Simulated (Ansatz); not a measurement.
A table of calculated 73Ge parameters

Computed with Ansatz: DFT, r2SCAN, plane waves and PAW, scalar-relativistic, 500 eV cutoff. Q = -196.0 mb (Pyykkö 2018), I = 9/2. The cells come from the COD and the Materials Project (computed, not necessarily observed phases), with the atoms as given or relaxed (PBE, cell held). Calculated pressures reach 3 GPa in size and forces 0.4 eV/Å in them. Spin–orbit coupling is left out, which moves gradients at and beside heavy atoms (Ba, Hg) by some per cent and at some sites by far more. At most two sites a crystal are listed; metals, magnetic cells and gradients under 0.03 × 10²¹ V/m² (0.12 where the gap is under 1 eV) that symmetry doesn't force to zero are left out, and those under about 0.1 are uncertain even in sign.

```
    crystal  space group    first shell of Ge  C_Q (MHz)     η
    CdGeAs2        I-42d       4 As at 2.45 Å      -1.24  0.00
    Sr4GeN4          P-1   4 N at 1.93–1.95 Å       10.7  0.87
  SrHgGeSe4         Ama2  4 Se at 2.35–2.42 Å      -12.5  0.98
Na2CdGe2Se6           Cc  4 Se at 2.34–2.43 Å      -22.4  0.80
 Li4HgGe2S7           Cc   4 S at 2.18–2.32 Å      -29.2  0.60
Na2CdGe2Se6           Cc  4 Se at 2.32–2.45 Å       29.6  0.96
 Li4HgGe2S7           Cc   4 S at 2.19–2.31 Å      -31.4  0.79
   Ba5Ge2N6         C2/c   4 N at 1.87–2.01 Å      -36.4  0.71
```

Where η is near 1 the sign of C_Q means little.

In CdGeAs2 small gradients can still move by 0.1 × 10²¹ V/m² or more with the k-mesh.

The crystals are a selection from a larger pool of database entries, not a random sample of it.
